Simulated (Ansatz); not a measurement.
CaO (rock salt, space group No. 225) at seven volumes, HSE06 in the plane-wave PAW code Ansatz, scaled uniformly. One row is withheld.

```json
[
 {"V (Å³/atom)": "12.565", "P (GPa)": "13.25"},
 {"V (Å³/atom)": "12.979", "P (GPa)": "?"},
 {"V (Å³/atom)": "13.393", "P (GPa)": "3.73"},
 {"V (Å³/atom)": "13.807", "P (GPa)": "0.00"},
 {"V (Å³/atom)": "14.221", "P (GPa)": "-3.17"},
 {"V (Å³/atom)": "14.636", "P (GPa)": "-5.89"},
 {"V (Å³/atom)": "15.050", "P (GPa)": "-8.20"}
]
```

Question: Fit the shown pressures and predict the withheld one.

Answer: P = (3/2)B₀(x^(7/2) − x^(5/2))[1 + (3/4)(B′ − 4)(x − 1)] with x = (V₀/V)^(2/3). Least squares on the six rows gives V₀ = 13.807 Å³/atom, B₀ = 115 GPa, B′ = 4.32. At V = 12.979, x = 1.0421 and P = 8.13 GPa. The run itself gave 8.11 GPa.

Space group Fm-3m (rock salt). The cell was relaxed with HSE06 under the symmetry of its start.

Potentials: the later of the program's two PAW sets.
